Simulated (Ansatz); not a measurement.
NaF:
```yaml
crystal:
  lattice:
    - [0.00000, 2.35046, 2.35046]
    - [2.35046, 0.00000, 2.35046]
    - [2.35046, 2.35046, 0.00000]
  atoms:
    - { symbol: Na, position: [0.00000, 0.00000, 0.00000] }
    - { symbol: F, position: [0.50000, 0.50000, 0.50000] }
```

Relaxed with PBE. PBE in the plane-wave PAW code Ansatz gives a gap of 6.09 eV.

Q: What gap does HSE06 give on the same cell (Ansatz, PAW)?

A: 8.23 eV, 2.14 eV more. The hybrid was solved on a coarser mesh and at special points; its gap is the smallest among all of these.

```
k  v1 PBE  c1 PBE  v1 HSE06  c1 HSE06
-  ------  ------  --------  --------
Γ    0.00    6.09      0.00      8.23
X   -0.38   12.80       ___       ___
L   -0.23   10.53       ___       ___
W   -0.53   12.94       ___       ___
K   -0.35   12.59       ___       ___
```

Q: Top valence (v1) and lowest conduction level (c1) in eV from each method's valence maximum (which need not be a listed point): supply the withheld HSE06 values.

A: 
- W, v1 HSE06: -0.55
- W, c1 HSE06: 15.19
- L, v1 HSE06: -0.25
- L, c1 HSE06: 12.72
- X, v1 HSE06: -0.41
- X, c1 HSE06: 15.13
- K, v1 HSE06: -0.37
- K, c1 HSE06: 14.80

Cost on shared cores: the PBE run (SCF on a 10×10×10 mesh, then bands and DOS) very roughly 9 core-seconds, the HSE06 run (SCF on 8×8×8, then a few points) about 80 core-seconds (a rough figure); the tasks are unlike.

Space group Fm-3m (rock salt). The PBE relaxation kept the symmetry of its start; phonons on a q-mesh show no instability.

Potentials: the later of the program's two PAW sets.
